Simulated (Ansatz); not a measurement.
**CaHI, a known structure type with other elements, at an estimated volume**

```
Ca H I
1.0
     4.06500    0.00000    0.00000
     0.00000    4.06500    0.00000
     0.00000    0.00000    8.33547
Ca H I
2 2 2
Direct
  0.00000 0.50000 0.14000
  0.50000 0.00000 0.86000
  0.00000 0.00000 0.00000
  0.50000 0.50000 0.00000
  0.00000 0.50000 0.67000
  0.50000 0.00000 0.33000
```

Level: r2SCAN, no spin polarisation; 500 eV; 6×6×3 Γ-centred mesh; gaussian occupations (width 0.015 eV); Ansatz 0.2.0, fixed geometry.

Q: Which atom feels the largest force, and which way?

A: The largest is on I5 (and as large on other atoms): 0.31 eV/Å, components (0.00, 0.00, 0.31). It makes 61° with the line to a nearest neighbour, Ca2 at 3.28 Å.

Q: What does the stress say?

A: The pressure is 0.3 GPa (compression positive), so with the atoms held at these fractions the cell is close to zero pressure. The principal stresses -0.2, -0.2, 1.1 GPa differ, so its shape would change too.

Q: Which element gives electrons and which takes them?

A: Bader charges in e: Ca +1.52, H -0.76, I -0.76. In the mean Ca gives up most and I takes most.

Q: What is the formation energy?

A: -1.28 eV an atom against the elements' usual phases (free molecules for gases, crystals otherwise, with no correction for O₂ or N₂), so it is bound against them; other compounds may still compete. Relaxing would lower it.

Q: Metal or insulator? Give the gap.

A: The gap is 3.34 eV, indirect (the least direct gap found is 3.74 eV). A semilocal functional usually gives too small a gap.

Origin: a known structure type with other elements, at an estimated volume, so it need not be a known compound. Caveats: no spin-orbit coupling, which can shift this gap by tenths of an eV; the mesh misses a band edge that the path finds.
